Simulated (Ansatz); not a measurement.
Computed with DFT PBE, scalar-relativistic, plane waves, PAW, and for the lanthanide a 4f-in-core norm-conserving potential (Ansatz). Settings of the last relaxation (5-atom cell): 660 eV, 8×8×8 k points, Gaussian smearing of 0.10 eV, no spin polarisation.

The zero of energy is the elements' standard structures at the same level (H₂ as a molecule); no fitted shifts are applied.

Task: Suggest a trial structure for a cubic metal made of Bi, H and Pr, with a formation energy near −0.13 eV/atom and about 26 Å³ per atom, in a cell of 5 atoms.

Result: PrBi3H, space group Pm-3m (No. 221). Around Pr lie 12 Bi at 3.56 Å; around Bi lie 2 H at 2.52 Å, 4 Pr at 3.56 Å and 8 Bi at 3.56 Å; H is surrounded by 6 Bi at 2.52 Å.

```
Pr Bi H
1.0
     5.04152    0.00000    0.00000
     0.00000    5.04152    0.00000
     0.00000    0.00000    5.04152
Pr Bi H
1 3 1
Direct
  0.00000 0.00000 0.00000
  0.50000 0.50000 0.00000
  0.50000 0.00000 0.50000
  0.00000 0.50000 0.50000
  0.50000 0.50000 0.50000
```

The volume per atom is 25.63 Å³, the density is 9.96 g/cm³ and the formation energy is −0.13 eV/atom. The gap on the 8×8×8 mesh of the 5-atom cell is 0 eV (a metal).

The cell was found from a structure generator's guess, not taken from experiment. Other answers may fit too; this one was computed.

Spin–orbit coupling, which can matter for Bi, is left out. With hydrogen, zero-point motion can shift formation energies by some tens of meV/atom. A structure relaxed within its symmetry needn't be a true minimum.

The lanthanide is trivalent by construction, without f bands, f moments or other valences. The reference runs of the other elements, and any phases without the lanthanide, used 420 eV, which shifts energies against them by under 10 meV/atom. The lanthanide's reference is the lowest of its hcp, dhcp and fcc cells.
